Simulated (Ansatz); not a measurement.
The relaxed structure here is a generated cell of SiRh2: the first start was made by placing the elements on the sites of a structure type, and the end was not matched to a known phase here, so it may be hypothetical.

The start is a generated cell, SiRh2 built in the AFLOW prototype A2B_hP6_191_h_e (C_h, as in Cu2Te). Cell shape, volume and atoms are optimised at zero target pressure with r2SCAN (plane waves to 500 eV, PAW, scalar-relativistic; Ansatz, a quantum-chemistry and plane-wave program).

Ansatz input (later rounds restart from its end on a renewed k-mesh):
Ansatz 0.2 input:
```yaml
crystal:
  lattice:
    - [3.7989317, 0, 0]
    - [-1.8994658, 3.2899713, 0]
    - [0, 0, 6.4977243]
  atoms:
    - { symbol: Rh, position: [0.33333333, 0.66666667, 0.16] }
    - { symbol: Rh, position: [0.66666667, 0.33333333, 0.16] }
    - { symbol: Rh, position: [0.66666667, 0.33333333, 0.84] }
    - { symbol: Rh, position: [0.33333333, 0.66666667, 0.84] }
    - { symbol: Si, position: [0, 0, 0.306] }
    - { symbol: Si, position: [0, 0, 0.694] }
basis: { ecutwfc: 500, ecutrho_ratio: 4, xc_grid: 4, fft_grid_basis: typed }
kpoints: { mp_grid: { grid: [10, 10, 5] } }
hamiltonian:
  xc: r2scan
  dispersion: none
  pseudopotentials: { kind: paw }
scf: { occupations: { method: fermi_dirac, width: 0.05 } }
relax: { f_tol: 0.01, max_steps: 100, cell: { stress_tol: 0.02 } }
output: { forces: true, stress: true }
```

Question: By how much does the energy per atom fall from start to end?

Answer: About 1.5 eV/atom.

Question: How do the shortest distances between atoms change?

Answer: The closest pairs of elements (up to four, under 3.6 Å), start → end: Rh–Rh 2.08 → 2.47 Å; Si–Si 2.52 → 2.35 Å; Rh–Si 2.39 → 2.57 Å.

Question: What does it relax into? Give the structure.

Answer: 
Space group P6/mmm (No. 191); a = b = 4.284 Å, c = 6.272 Å, α = β = 90.00°, γ = 120.00°

```
atom  site  symmetry       x       y       z
----  ----  --------  ------  ------  ------
Rh      4h       3m.  0.3333  0.6667  0.1985
Si      2e       6mm  0.0000  0.0000  0.3125
```

The space group stays P6/mmm (No. 191) (the run could not lower it); the end is AFLOW prototype A2B_hP6_191_h_e (C_h, as in Cu2Te), with 6 atoms in the primitive cell. Final values are on a 13×13×8 k-mesh of the relaxed cell. The start holds a very short contact (Rh–Rh 2.08 Å). No spin polarisation in the result.

The run could not lose the symmetry of its start: the end is stationary, and may be a saddle point rather than a minimum.
